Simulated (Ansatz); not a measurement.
Consider the following.

NbP:
```cif
data_NbP
_chemical_formula_sum 'Nb1 P1'
_space_group_name_H-M_alt 'Pm-3m'
_space_group_IT_number 221
_space_group_name_Hall '-P 4 2 3'
_cell_length_a 3.10945
_cell_length_b 3.10945
_cell_length_c 3.10945
_cell_angle_alpha 90.000
_cell_angle_beta 90.000
_cell_angle_gamma 90.000
loop_
_atom_site_label
_atom_site_type_symbol
_atom_site_symmetry_multiplicity
_atom_site_Wyckoff_symbol
_atom_site_fract_x
_atom_site_fract_y
_atom_site_fract_z
_atom_site_occupancy
Nb1 Nb 1 a 0.00000 0.00000 0.00000 1
P1 P 1 b 0.50000 0.50000 0.50000 1
```

This is the PBE-relaxed structure.

**Question.** All from PBE in the plane-wave PAW code Ansatz, unless another level is named. Estimate the electronic character.

**Answer.** metallic (no gap).

**Question.** Give the formation energy from the elements (no fitted shifts).

**Answer.** -0.68 eV/atom.

**Question.** Next, the density of states at the Fermi level?

**Answer.** 0.55 states/eV per atom (mean over ±0.08 eV).

The cell is a constructed one: a structure type filled with these elements; neither database checked (COD, Materials Project) lists it. COD files the formula under space group No. 141, so this cell is another polymorph or a model. Whether it is the stable phase at ambient conditions was not checked. The cell was relaxed with PBE under the symmetry of its start; its stability against distortions is not shown here. No spin polarisation was allowed. The references are the lowest solids computed at this level, not always the standard phases. Scalar-relativistic: spin–orbit coupling is off unless named, which matters more the heavier the elements.

Potentials: the later of the program's two PAW sets.
